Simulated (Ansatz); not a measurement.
RbAl2, a known structure type with other elements, at an estimated volume

```yaml
crystal:
  lattice:
    - [5.64736, 0.00000, 0.00000]
    - [-2.82368, 4.89076, 0.00000]
    - [0.00000, 0.00000, 7.86655]
  atoms:
    - { symbol: Rb, position: [0.50000, 0.50000, 0.16670] }
    - { symbol: Rb, position: [0.00000, 0.50000, 0.83337] }
    - { symbol: Rb, position: [0.50000, 0.00000, 0.50003] }
    - { symbol: Al, position: [0.83820, 0.16180, 0.16670] }
    - { symbol: Al, position: [0.67640, 0.83820, 0.83337] }
    - { symbol: Al, position: [0.83820, 0.67640, 0.50003] }
    - { symbol: Al, position: [0.16180, 0.83820, 0.16670] }
    - { symbol: Al, position: [0.32360, 0.16180, 0.83337] }
    - { symbol: Al, position: [0.16180, 0.32360, 0.50003] }
```

Single point in Ansatz 0.2.0 with r2SCAN, no spin polarisation. Cutoff 500 eV, PAW datasets, 5×5×4 Γ-centred k mesh, fermi-dirac filling (width 0.0106 eV).

Formation energy: 0.96 eV an atom against the elements' usual phases (free molecules for gases, crystals otherwise, with no correction for O₂ or N₂), so at this geometry it isn't bound against them. Relaxing would lower it.
Stress: The pressure is 8.7 GPa (compression positive), so with the atoms held at these fractions the cell would first expand. The principal stresses 6.6, 6.6, 13.0 GPa differ, so its shape would change too.
Electronic structure: It is a metal, with about 4.2 states/eV a cell as the mean within 0.25 eV of the Fermi level, mostly Al p (72 %) and Al s (18 %).
Forces: The largest is on Al4 (and as large on other atoms): 0.57 eV/Å, components (0.49, -0.28, 0.00). It makes 75° with the line to a nearest neighbour, Al5 at 3.06 Å.
Charges: Bader charges in e: Rb +0.47, Al -0.23. In the mean Rb gives up most and Al takes most.

Origin: a known structure type with other elements, at an estimated volume, so it need not be a known compound.
